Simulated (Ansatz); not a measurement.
**CuSnF₆: relaxation (Ansatz)**

input.yaml:

```yaml
crystal:
  lattice:
    - [5.50657093, 0.0, 0.0]
    - [-2.2657393, 4.57834899, 0.0]
    - [-0.23155016, -3.07124166, 4.27189026]
  atoms:
    - { symbol: F, position: [0.748, 0.118, 0.871] }
    - { symbol: F, position: [0.252, 0.882, 0.129] }
    - { symbol: F, position: [0.737, 0.876, 0.266] }
    - { symbol: F, position: [0.263, 0.124, 0.734] }
    - { symbol: Sn, position: [0.5, 0.0, 0.5] }
    - { symbol: Cu, position: [0.0, 0.0, 0.0] }
    - { symbol: F, position: [0.25, 0.497, 0.364] }
    - { symbol: F, position: [0.75, 0.503, 0.636] }
kpoints:
  mp_grid: { grid: [4, 5, 4], shift: [0.5, 0.5, 0.5] }
magnetization:
  spin_polarized: true
scf:
  occupations: { method: fermi_dirac }
  lower_state_search: "off"
hamiltonian:
  pseudopotentials: { kind: paw }
  xc: r2scan
  hubbard:
    projectors: all-electron-ortho-atomic
    sites: [{ species: Cu, l: d, u_eff: 6.4 }]
basis:
  ecutwfc: 500
  fft_grid_basis: typed
relax:
  max_steps: 80
  cell: { p_target: 0.0 }
output:
  forces: true
  stress: true
  eigenvalues: true
  bader: false
  populations: true
  elf: true
  write_potential: true
  volumetric_format: npy
  dos:
    e_range: [-12, 8]
    de: 0.05
    projected: { site_lists: { Cu: [Cu], F: [F], Sn: [Sn] } }
checkpoint:
  read: saved_state
```

The command:

```bash
ansatz run input.yaml --threads 2 --pin off --max-ram 4096MiB --backend cpu --events-out ev --progress --plain --runs-dir out
```

Origin of the cell: a database entry, scaled a little.

The smearing width isn't typed, so it takes its default of 0.1 eV.

The saved state is a converged single point of the same cell, with its larger moments on Cu6 up.

Output (shortened):

```
F: projections on atomic orbitals take those of the free atom [He] 2s2 2p5, of charge +0.00 (hamiltonian.pseudopotentials.projection_atoms); the dataset's partial waves leave at most 1.6e-8 o […]
Sn: projections on atomic orbitals take those of the free atom [Kr] 4d10 5s2 5p2, of charge +0.00 (hamiltonian.pseudopotentials.projection_atoms); the dataset's partial waves leave at most 5. […]
Cu: projections on atomic orbitals take those of the free atom [Ne] 3s2 3p6 3d10 4s1, of charge +0.00 (hamiltonian.pseudopotentials.projection_atoms); the dataset's partial waves leave at mos […]
Pseudopotentials: kind: paw
Pseudopotential: F, paw, valence charge 7, recommended cutoff 500 eV (meta_gga), F.paw.azcp
Pseudopotential: Sn, paw, valence charge 14, recommended cutoff 500 eV (meta_gga), Sn.paw.azcp
Pseudopotential: Cu, paw, valence charge 19, recommended cutoff 500 eV (meta_gga), Cu.paw.azcp
Functional definition: r2SCAN
  exchange = r2scan_x(k0 = k0, k1 = k1, a1 = a1)
  correlation = r2scan_c
Crystal: 8 atoms, lattice volume = 107.699 Å³
[… 15 lines left out …]
Initial density: read from a saved state, or passed on in memory by an earlier SCF of this step, an earlier step, the calling program or the single point that the run made first
Functional: x = r2scan, c = r2scan; τ floored in thin density (d = 2e-4 eV/Å³)
SCF iter   1: F=-17529.339326 eV  HF=-17528.730683 eV  Δρ=1.36e-2  dr2=2.20e-2  dr2_τ=4.92e-3  dr2_m=3.09e-2  M=1.000 μB ∫|m|=1.088 μB
SCF iter   2: F=-17529.355137 eV  HF=-17528.964807 eV  Δρ=9.73e-3  dr2=1.16e-2  dr2_τ=9.56e-2  dr2_m=1.57e-2  M=1.000 μB ∫|m|=1.063 μB
SCF iter   3: F=-17529.362460 eV  HF=-17529.366947 eV  Δρ=1.87e-3  dr2=6.00e-3  dr2_τ=2.11e-4  dr2_m=1.43e-4  M=1.000 μB ∫|m|=1.055 μB  defer=1
SCF iter   4: F=-17529.365974 eV  HF=-17529.366249 eV  Δρ=7.46e-4  dr2=8.10e-4  dr2_τ=2.69e-5  dr2_m=5.42e-5  M=1.000 μB ∫|m|=1.056 μB  defer=1
SCF iter   5: F=-17529.366298 eV  HF=-17529.366329 eV  Δρ=3.26e-4  dr2=1.49e-4  dr2_τ=4.19e-6  dr2_m=2.20e-5  M=1.000 μB ∫|m|=1.057 μB  defer=1
SCF iter   6: F=-17529.366355 eV  HF=-17529.366358 eV  Δρ=2.05e-4  dr2=5.55e-5  dr2_τ=1.34e-6  dr2_m=9.15e-6  M=1.000 μB ∫|m|=1.058 μB  defer=1
SCF iter   7: F=-17529.366510 eV  HF=-17529.366510 eV  Δρ=6.95e-5  dr2=6.46e-6  dr2_τ=1.42e-7  dr2_m=1.07e-6  M=1.000 μB ∫|m|=1.059 μB  defer=1
SCF iter   8: F=-17529.366511 eV  HF=-17529.366512 eV  Δρ=3.58e-5  dr2=1.77e-6  dr2_τ=3.98e-8  dr2_m=2.34e-7  M=1.000 μB ∫|m|=1.059 μB  defer=1
SCF iter   9: F=-17529.366512 eV  HF=-17529.366512 eV  Δρ=1.63e-5  dr2=3.10e-7  dr2_τ=7.34e-9  dr2_m=4.46e-8  M=1.000 μB ∫|m|=1.059 μB  defer=1
SCF iter  10: F=-17529.366513 eV  HF=-17529.366513 eV  Δρ=7.21e-6  dr2=2.57e-8  dr2_τ=4.39e-10  dr2_m=1.10e-8  M=1.000 μB ∫|m|=1.059 μB
SCF iter  11: F=-17529.366513 eV  HF=-17529.366513 eV  Δρ=6.46e-6  dr2=1.30e-8  dr2_τ=1.74e-10  dr2_m=9.56e-9  M=1.000 μB ∫|m|=1.059 μB
SCF iter  12: F=-17529.366514 eV  HF=-17529.366514 eV  Δρ=5.65e-6  dr2=1.19e-8  dr2_τ=1.87e-10  dr2_m=7.11e-9  M=1.000 μB ∫|m|=1.059 μB
SCF iter  13: F=-17529.366515 eV  HF=-17529.366515 eV  Δρ=4.51e-6  dr2=1.08e-8  dr2_τ=2.20e-10  dr2_m=4.42e-9  M=1.000 μB ∫|m|=1.059 μB
relax step   1: F+E_penalty+E_count = -17529.366515 eV  Δ(F+E_penalty+E_count) = +0.000e0 eV  max|allowed force component| = 3.602e-1 eV/Å  Δτ_max = 0.0000 Å  P = +1.226 GPa  Ω = 107.699 Å³ […]
relax step   2: F+E_penalty+E_count = -17529.381536 eV  Δ(F+E_penalty+E_count) = -1.502e-2 eV  max|allowed force component| = 8.761e-2 eV/Å  Δτ_max = 0.0182 Å  P = +0.049 GPa  Ω = 107.648 Å³ […]
relax step   3: F+E_penalty+E_count = -17529.387564 eV  Δ(F+E_penalty+E_count) = -6.029e-3 eV  max|allowed force component| = 8.855e-2 eV/Å  Δτ_max = 0.0232 Å  P = -0.189 GPa  Ω = 106.637 Å³ […]
relax step   4: F+E_penalty+E_count = -17529.395848 eV  Δ(F+E_penalty+E_count) = -8.284e-3 eV  max|allowed force component| = 1.384e-1 eV/Å  Δτ_max = 0.0478 Å  P = -0.365 GPa  Ω = 104.572 Å³ […]
relax step   5: F+E_penalty+E_count = -17529.402742 eV  Δ(F+E_penalty+E_count) = -6.894e-3 eV  max|allowed force component| = 1.739e-1 eV/Å  Δτ_max = 0.0360 Å  P = -0.058 GPa  Ω = 103.122 Å³ […]
relax step   6: F+E_penalty+E_count = -17529.409583 eV  Δ(F+E_penalty+E_count) = -6.841e-3 eV  max|allowed force component| = 1.184e-1 eV/Å  Δτ_max = 0.0310 Å  P = -0.241 GPa  Ω = 103.090 Å³ […]
relax step   7: F+E_penalty+E_count = -17529.402866 eV  Δ(F+E_penalty+E_count) = +6.717e-3 eV  max|allowed force component| = 1.557e-1 eV/Å  Δτ_max = 0.0640 Å  P = +0.111 GPa  Ω = 103.943 Å³ […]
relax step   8: F+E_penalty+E_count = -17529.413008 eV  Δ(F+E_penalty+E_count) = -3.425e-3 eV  max|allowed force component| = 3.412e-2 eV/Å  Δτ_max = 0.0312 Å  P = +0.220 GPa  Ω = 103.744 Å³ […]
relax step   9: F+E_penalty+E_count = -17529.412026 eV  Δ(F+E_penalty+E_count) = +9.816e-4 eV  max|allowed force component| = 5.261e-2 eV/Å  Δτ_max = 0.0195 Å  P = -0.200 GPa  Ω = 104.782 Å³ […]
relax step  10: F+E_penalty+E_count = -17529.412997 eV  Δ(F+E_penalty+E_count) = -9.709e-4 eV  max|allowed force component| = 2.606e-3 eV/Å  Δτ_max = 0.0082 Å  P = -0.021 GPa  Ω = 104.376 Å³ […]
relax step  11: F+E_penalty+E_count = -17529.413038 eV  Δ(F+E_penalty+E_count) = -4.091e-5 eV  max|allowed force component| = 2.686e-3 eV/Å  Δτ_max = 0.0010 Å  P = +0.011 GPa  Ω = 104.357 Å³ […]
relax step  12: F+E_penalty+E_count = -17529.409249 eV  Δ(F+E_penalty+E_count) = +3.789e-3 eV  max|allowed force component| = 2.775e-3 eV/Å  Δτ_max = 0.0000 Å  P = +0.029 GPa  Ω = 104.357 Å³  stress off target by 5.41e-2 GPa […]
relax step  13: F+E_penalty+E_count = -17529.409192 eV  Δ(F+E_penalty+E_count) = +5.659e-5 eV  max|allowed force component| = 2.167e-3 eV/Å  Δτ_max = 0.0016 Å  P = -0.001 GPa  Ω = 104.431 Å³ […]
relax step  14: F+E_penalty+E_count = -17529.409265 eV  Δ(F+E_penalty+E_count) = -7.252e-5 eV  max|allowed force component| = 2.155e-3 eV/Å  Δτ_max = 0.0000 Å  P = -0.001 GPa  Ω = 104.431 Å³  stress off target by 1.13e-2 GPa […]
SCF 14 converged in 8 iterations: F = -17529.409265 eV  dr2 = 3.48e-11
basis re-selected at this cell: Δ(F+E_penalty+E_count) = -7.252e-5 eV, ΔP = -0.001 GPa vs the last step (what re-selecting the basis moved, of the pressure what is left beyond the Pulay corre […]
SCF converged after 8 iterations
Magnetization: 1.0000 μB (38.0000 up, 37.0000 down)
Absolute magnetization: 1.0275 μB (∫|ρ↑−ρ↓|, with the PAW one-centre terms)
Spin contamination: 0.0006 ħ² per cell (⟨S²⟩ above its minimum at these occupations)
Per-site moments (μB) at R_I (Å): [(0.009054, 0.809264), (0.009054, 0.809264), (0.008941, 0.809392), (0.008941, 0.809392), (0.001674, 0.809264), (0.869902, 0.788208), (0.028204, 0.788208), (0.028204, 0.788208)]
Free energy (F): -17529.409265 eV
Harris-Foulkes:  -17529.409265 eV  (|F-HF|=1.46e-11)
Internal energy: -17529.409265 eV  (E = F + TS)
E sigma→0 (E₀):  -17529.409265 eV
Fermi energy:    4.371052 eV
--- Per-component energies (eV) ---
  E_band       = -1068.302357
  E_kinetic    = 1727.902862
  E_local      = -10557.337137  (includes V_loc(G=0)·N_el)
  E_nonlocal   = 800.205417
  E_hartree    = 4560.100944
  E_xc         = -925.119192
  E_vxc        = -913.611799  (∫ρ·V_xc dr)
  E_hubbard    = 0.495437  (on-site DFT+U / exact-exchange correction)
  E_vhub       = -28.039712  (the Hubbard potential's part of the band-sum identity)
  E_paw        = -7065.884147  (= ΣΔE_a)
  E_vpaw       = -1282.996789  (= ΣTr[D̂ρ^β])
  E_aug_tail   = 0.006358  (compensation charges beyond the density's cutoff)
  E_vtau       = 65.366655  (kinetic-family band-sum trace: ∫τ·v_τ [+ j·A + Jᵃ·Aᵃ] dr)
  E_ewald      = -6070.025670
  E_core_change = 0.245863  (= ΣΔE_core)
  E_smearing   = -0.000000  (= −TS)
  Σ components = -17529.409265   (vs F -17529.409265, Δ=0.00e0)
--- Forces (eV/Å), atoms counted from 1 ---
  atom   1  F     -0.000994     0.000473    -0.000311
  atom   2  F      0.000994    -0.000473     0.000311
  atom   3  F     -0.002155    -0.000157     0.001108
  atom   4  F      0.002155     0.000157    -0.001108
  atom   5  Sn     0.000000     0.000000     0.000000
  atom   6  Cu     0.000000     0.000000     0.000000
  atom   7  F      0.000189     0.000075    -0.000045
  atom   8  F     -0.000189    -0.000075     0.000045
  max |Σ_I F_I| component: 0.00e0 eV/Å
--- Stress (GPa, compression-positive) ---
       -0.008894      -0.001504       0.004928
       -0.001519       0.006493      -0.000669
        0.004904      -0.000656      -0.000969
  P = ⅓ Tr σ = -0.0011 GPa (-0.011 kbar)
Occupation matrices written to <dir>
--- Relaxed structure (12 steps of the walk, 11 accepted, 2 SCFs on fresh bases) ---
  F+E_penalty+E_count = -17529.409265 eV   max|allowed force component| = 2.155e-3 eV/Å   (the final SCF, on the basis selected at the relaxed cell)
  cell:  # Å, volume = 104.4314 Å³
    - [5.564560, -0.069158, 0.091751]
    - [-2.347100, 4.548211, -0.030044]
    - [-0.124238, -3.021836, 4.145086]
  atoms:
    - { symbol: F, position: [0.742829, 0.138406, 0.883972] }
    - { symbol: F, position: [0.257171, 0.861594, 0.116028] }
    - { symbol: F, position: [0.743796, 0.867477, 0.257863] }
    - { symbol: F, position: [0.256204, 0.132523, 0.742137] }
    - { symbol: Sn, position: [0.5, 0.0, 0.500000] }
    - { symbol: Cu, position: [0.0, 0.0, 0.0] }
    - { symbol: F, position: [0.247295, 0.491120, 0.375816] }
    - { symbol: F, position: [0.752705, 0.508880, 0.624184] }
--- Löwdin populations: 8 sites ---
  site symbol       q [e]    m [muB]
     0      F      7.5691     0.0109
     1      F      7.5691     0.0109
     2      F      7.5696     0.0108
     3      F      7.5696     0.0108
     4     Sn     11.8225     0.0019
     5     Cu     17.4541     0.8648
     6      F      7.5628     0.0380
     7      F      7.5628     0.0380
  spilling = 0.004273 (of n_electrons = 75.000000)
```

The starting structure.

Space group P-1 (No. 2); the run's cell has a = 5.507 Å, b = 5.108 Å, c = 5.266 Å, α = 120.21°, β = 92.52°, γ = 116.33°. Shortest distances: F–Sn 1.93 Å, Cu–F 1.95 Å, F–F 2.74 Å.

After:

Space group P-1 (No. 2); the run's cell has a = 5.566 Å, b = 5.118 Å, c = 5.131 Å, α = 121.13°, β = 90.20°, γ = 118.01°. Shortest distances: Cu–F 1.91 Å, F–Sn 1.96 Å, F–F 2.76 Å.

```
Free energy lowered by                                  : 5.3 meV/atom
Volume change                                           : -3.03 %
Final pressure                                          : 0.00 GPa
Relaxation steps listed                                 : 14
Gap on the mesh                                         : 4.50 eV
Site moments at the end (small spheres, which read low) : Cu6 +0.9 μB
Total moment                                            : 1.00 μB
```

Caveats: the magnetic state was chosen at the start cell and may not be the lowest after relaxing; the relaxation held the start's symmetry, so the end may be a saddle point.

Time: 11 min on 2 threads of Arm Neoverse V1, with other jobs on the host, peak memory 1.1 GiB, from a saved density.
